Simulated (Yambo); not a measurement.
Optical response of Rb2NaYF6

```
CELL_PARAMETERS angstrom
      0.00000     4.51342     4.51342
      4.51342     0.00000     4.51342
      4.51342     4.51342     0.00000
ATOMIC_POSITIONS crystal
  F  0.75750 0.24250 0.24250
  F  0.24250 0.75750 0.75750
  F  0.24250 0.75750 0.24250
  F  0.75750 0.24250 0.75750
  F  0.24250 0.24250 0.75750
  F  0.75750 0.75750 0.24250
  Na 0.50000 0.50000 0.50000
  Rb 0.75000 0.75000 0.75000
  Rb 0.25000 0.25000 0.25000
  Y  0.00000 0.00000 0.00000
```

Yambo, RPA with local fields on PBEsol bands; 4×4×4 mesh, 146 bands, 3 Ry local-field block, 0.2 eV broadening; field along x.

| E (eV) | Im ε | Re ε | Im ε, independent particles |
|---|---|---|---|
| 0.0 | 0.00 | 2.01 | 0.00 |
| 0.5 | 0.00 | 2.02 | 0.00 |
| 1.0 | 0.00 | 2.02 | 0.00 |
| 1.5 | 0.00 | 2.03 | 0.01 |
| 2.0 | 0.01 | 2.04 | 0.01 |
| 2.5 | 0.01 | 2.06 | 0.01 |
| 3.0 | 0.01 | 2.08 | 0.01 |
| 3.5 | 0.01 | 2.11 | 0.01 |
| 4.0 | 0.02 | 2.14 | 0.02 |
| 4.5 | 0.02 | 2.18 | 0.02 |
| 5.0 | 0.03 | 2.24 | 0.03 |
| 5.5 | 0.04 | 2.31 | 0.04 |
| 6.0 | 0.06 | 2.42 | 0.07 |
| 6.5 | 0.14 | 2.55 | 0.16 |
| 7.0 | 0.32 | 2.79 | 0.36 |
| 7.5 | 0.46 | 2.59 | 0.53 |
| 8.0 | 0.53 | 2.93 | 0.72 |
| 8.5 | 1.05 | 3.04 | 2.18 |
| 9.0 | 1.50 | 2.91 | 1.82 |
| 9.5 | 2.03 | 2.34 | 1.89 |
| 10.0 | 1.96 | 1.48 | 1.96 |
| 10.5 | 1.41 | 1.13 | 1.39 |
| 11.0 | 0.88 | 1.35 | 0.94 |
| 11.5 | 0.85 | 1.60 | 0.93 |
| 12.0 | 1.07 | 1.94 | 1.29 |
| 12.5 | 1.52 | 1.55 | 2.08 |
| 13.0 | 1.47 | 1.20 | 1.34 |
| 13.5 | 0.98 | 1.06 | 0.71 |
| 14.0 | 0.93 | 1.02 | 0.76 |
| 14.5 | 0.76 | 1.21 | 0.75 |
| 15.0 | 0.86 | 1.34 | 1.06 |
| 15.5 | 0.72 | 1.13 | 0.98 |
| 16.0 | 0.78 | 1.42 | 1.35 |
| 16.5 | 0.95 | 1.35 | 2.02 |
| 17.0 | 1.00 | 1.22 | 2.00 |
| 17.5 | 0.85 | 1.14 | 1.53 |
| 18.0 | 0.85 | 1.18 | 1.98 |
| 18.5 | 0.81 | 1.21 | 2.66 |
| 19.0 | 0.71 | 1.22 | 2.44 |
| 19.5 | 0.94 | 1.55 | 1.27 |
| 20.0 | 1.09 | 1.03 | 1.32 |

Structure narrower than a few tenths of an eV can come from the finite k mesh. Convergence of the RPA response with its 4×4×4 mesh was not tested. No excitonic effects at this level.

Geometry of the Materials Project entry, not relaxed at this level.
